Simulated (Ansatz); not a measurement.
**ZrSe2 with oxygen replacing Se: gradients before and after relaxing the atoms**

Start: a supercell of ZrSe2 (CdI2 type, P-3m1) built from a computed structure from the Materials Project (it need not be an observed phase), with all atoms left at the host's positions.

```cif
data_Zr8Se15O
_symmetry_space_group_name_H-M 'P3m1'
_symmetry_Int_Tables_number 156
_cell_length_a 7.6223
_cell_length_b 7.6223
_cell_length_c 12.7998
_cell_angle_alpha 90.000
_cell_angle_beta 90.000
_cell_angle_gamma 120.000
loop_
_atom_site_label
_atom_site_type_symbol
_atom_site_symmetry_multiplicity
_atom_site_Wyckoff_symbol
_atom_site_fract_x
_atom_site_fract_y
_atom_site_fract_z
Zr1 Zr 3 d 0.6667 0.8333 0.0000
Zr2 Zr 3 d 0.6667 0.8333 0.5000
Zr3 Zr 1 c 0.6667 0.3333 0.0000
Zr4 Zr 1 c 0.6667 0.3333 0.5000
O O 1 a 0.0000 0.0000 0.3779
Se10 Se 1 a 0.0000 0.0000 0.8779
Se11 Se 3 d 0.0000 0.5000 0.3779
Se12 Se 3 d 0.0000 0.5000 0.8779
Se17 Se 3 d 0.8333 0.1667 0.1221
Se18 Se 3 d 0.8333 0.1667 0.6221
Se23 Se 1 b 0.3333 0.6667 0.1221
Se24 Se 1 b 0.3333 0.6667 0.6221
```

One atom of each set is listed.

Level of theory: DFT, PBE, plane waves and PAW, scalar-relativistic, 420 eV cutoff, Γ-centred 3×3×2 k-points, Fermi–Dirac smearing 0.01 eV (Ansatz 0.2.0).

The largest force at the start is 4.1 eV/Å. Relaxing the ions at fixed cell moves them by 0.868 Å at most (atom 9, O) and 0.191 Å rms.

```tsv
site	moved (Å)	first shell before	first shell after	V_zz before (10²¹ V/m²)	η before
Zr2	0.155	5 Se at 2.70 Å; also 1 O at 2.70 Å	1 O at 2.15 Å, 5 Se at 2.71–2.78 Å	5.65	0.34
Zr3	0.025	6 Se at 2.70 Å	6 Se at 2.70–2.71 Å	-2.11	0.00
Zr4	0.077	6 Se at 2.70 Å	6 Se at 2.70 Å	-2.27	0.00
O	0.868	3 Zr at 2.70 Å	3 Zr at 2.15 Å	1.98	0.00
Se11	0.053	3 Zr at 2.70 Å	3 Zr at 2.70–2.74 Å	-1.85	0.85
Se12	0.036	3 Zr at 2.70 Å	3 Zr at 2.70 Å	-0.32	0.35
Se17	0.015	3 Zr at 2.70 Å	3 Zr at 2.71 Å	-0.23	0.06
Se18	0.057	3 Zr at 2.70 Å	3 Zr at 2.70–2.71 Å	-0.62	0.62
Se23	0.023	3 Zr at 2.70 Å	3 Zr at 2.70 Å	0.13	0.00
Se24	0.120	3 Zr at 2.70 Å	3 Zr at 2.78 Å	-0.37	0.00
```

Task: What are V_zz and η after the relaxation?

Result: 

```tsv
site	V_zz after	η after	change of V_zz
Zr2	-5.31	0.46	–
Zr3	-2.17	0.00	-0.06
Zr4	-2.84	0.00	-0.57
O	-0.92	0.00	-2.90
Se11	-1.41	0.15	–
Se12	0.32	0.26	+0.64
Se17	-0.55	0.28	-0.32
Se18	-4.41	0.13	–
Se23	0.28	0.00	+0.15
Se24	-9.80	0.00	-9.43
```

The largest change of V_zz along a kept axis is on Se24, from -0.37 to -9.80. In per cent, |V_zz| changes by +2 to +25 on Zr (all sites that start above 0.5, bar those whose gradient vanishes or changes sign or whose main axis turns by over 40°). Where |V_zz| stays above 0.1 and the axes keep their order, η moves most on Se17, from 0.06 to 0.28. V_zz changes sign on O (same axis), Se12 (same axis). On Zr2, Se11, Se18 the largest principal value lies along another axis in the second run, so the two V_zz can't be compared directly. The table leaves out 2 of the 12 sites, with |V_zz| up to 2.17; their tensors move by 0.10 at most along any direction. The statements above cover all sites. The host's own positions weren't relaxed first, so part of the change far from the defect can be the host's relaxation.

The defect repeats with the cell of 24 atoms, so it feels its images: sites between two images don't show the values beside a lone defect, and zeros or small values of η there can come from the images' arrangement. Se and Zr carry a gradient in the pure host already, so the values there aren't the defect's effect alone. Without spin–orbit coupling (the program notes it for Zr) the gradients can shift somewhat, as the gap is small.
Before: With a gap of 0.4 eV on this mesh, small gradients can still move by 0.1 × 10²¹ V/m² or more as the k-mesh gets denser. The neighbours have not yet relaxed around the defect (largest force 4.1 eV/Å), so the values at and beside it are those of a strained start, not of the defect in a real crystal.
After: The relaxation keeps the site symmetry 3m of the start, so the impurity can move only along its axis; a start off the site could end lower. With a gap of 0.5 eV on this mesh, small gradients can still move by 0.1 × 10²¹ V/m² or more as the k-mesh gets denser.
